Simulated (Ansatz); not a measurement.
Rh (fcc, Cu type)

```
Rh
1.0
    3.83026     0.00000     0.00000
    0.00000     3.83026     0.00000
    0.00000     0.00000     3.83026
Rh
4
Direct
  0.00000   0.00000   0.00000
  0.50000   0.50000   0.00000
  0.50000   0.00000   0.50000
  0.00000   0.50000   0.50000
```

Scan: atom 1 (Rh, nearest neighbour Rh at 2.708 Å; its periodic images, 3.8 Å or more away, move with it) is displaced along Cartesian x, direction (1.000, 0.000, 0.000) in Cartesian axes, by s. The other atoms stay.

The numbers are results of PBE (plane waves to 420 eV, PAW, scalar-relativistic; Ansatz, a program for electronic structure), not measurements. k mesh 10×10×10 (Γ-centred), Fermi-Dirac smearing 0.05 eV. The energy includes the smearing's −TS. With partly filled bands, energies and forces of such displacements shift with the k mesh and the smearing. Rh is run without spin polarisation. Rh was relaxed with its symmetry unable to fall. The PAW data are Ansatz's earlier set. ΔE is measured from the undisplaced structure.

Successive frames, forces in eV/Å:

```
frame         ΔE (meV/cell)               F on Rh1                F on Rh2                F on Rh3                F on Rh4
------------  -------------  ---------------------  ----------------------  ----------------------  ----------------------
s = -0.270 Å            401  (3.063, 0.000, 0.000)  (-1.353, 0.000, 0.000)  (-1.353, 0.000, 0.000)  (-0.357, 0.000, 0.000)
s = -0.216 Å            254  (2.386, 0.000, 0.000)  (-1.048, 0.000, 0.000)  (-1.048, 0.000, 0.000)  (-0.289, 0.000, 0.000)
s = -0.162 Å            142  (1.766, 0.000, 0.000)  (-0.774, 0.000, 0.000)  (-0.774, 0.000, 0.000)  (-0.218, 0.000, 0.000)
s = -0.108 Å             63  (1.171, 0.000, 0.000)  (-0.514, 0.000, 0.000)  (-0.514, 0.000, 0.000)  (-0.144, 0.000, 0.000)
```

Q: What are the energy and the forces in the next frame, s = -0.054 Å?

A: ΔE (meV/cell) = 16.

```csv
atom,Fx,Fy,Fz
Rh1,0.585,0.000,0.000
Rh2,-0.257,0.000,0.000
Rh3,-0.257,0.000,0.000
Rh4,-0.072,0.000,0.000
```

(For displaced atoms, the force is minus the slope of the energy, and its curvature is a force constant, which sets phonon frequencies.)
